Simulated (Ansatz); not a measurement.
The relaxed structure here is a generated cell of Zr3Si: the first start was made by placing the elements on the sites of a structure type, and the end was not matched to a known phase here, so it may be hypothetical.

The start is a generated cell, Zr3Si placed in the AFLOW prototype A3B_cI8_229_b_a (as in H3S). The structure is fully relaxed (lattice and positions, P = 0) with r2SCAN (plane waves to 500 eV, PAW, scalar-relativistic; Ansatz, a program for electronic structure). The first steps use a coarse 6×6×6 k-mesh.

Initial structure:
```
Zr3Si
1.0
   -3.00158     3.00158     3.00158
    3.00158    -3.00158     3.00158
    3.00158     3.00158    -3.00158
Zr Si
3 1
Direct
  0.00000   0.50000   0.50000
  0.50000   0.50000   0.00000
  0.50000   0.00000   0.50000
  0.00000   0.00000   0.00000
```

### Question
How large is the pressure on the unrelaxed cell, and of which sign?

### Answer
-11 GPa (negative: the cell is under tension).

### Question
How much energy is released per atom?

### Answer
0.18 eV/atom.

### Question
How do the shortest distances between atoms change?

### Answer
The closest pairs of elements (up to four, under 3.6 Å), start → end: Zr–Zr 3.00 → 2.82 Å; Si–Zr 3.00 → 2.82 Å.

### Question
Write out the relaxed structure.

### Answer

```cif
data_Si2Zr6
_chemical_formula_sum 'Zr6 Si2'
_space_group_name_H-M_alt 'Im-3m'
_space_group_IT_number 229
_space_group_name_Hall '-I 4 2 3'
_cell_length_a 5.64085
_cell_length_b 5.64085
_cell_length_c 5.64085
_cell_angle_alpha 90.000
_cell_angle_beta 90.000
_cell_angle_gamma 90.000
loop_
_atom_site_label
_atom_site_type_symbol
_atom_site_symmetry_multiplicity
_atom_site_Wyckoff_symbol
_atom_site_fract_x
_atom_site_fract_y
_atom_site_fract_z
_atom_site_occupancy
Zr1 Zr 6 b 0.00000 0.00000 0.50000 1
Si1 Si 2 a 0.00000 0.00000 0.00000 1
```
(The calculation used a cell of 4 atoms; values per cell refer to that cell.)

The space group stays Im-3m (No. 229) (the run could not lower it); the end is AFLOW prototype A3B_cI8_229_b_a (as in H3S), with 4 atoms in the primitive cell. Final values are on a 12×12×12 k-mesh of the relaxed cell. No spin polarisation in the result.

The run could not lower the symmetry of its start; a shaken copy of this end point relaxes with r2SCAN to R3m (No. 160), 0.88 eV/atom lower.
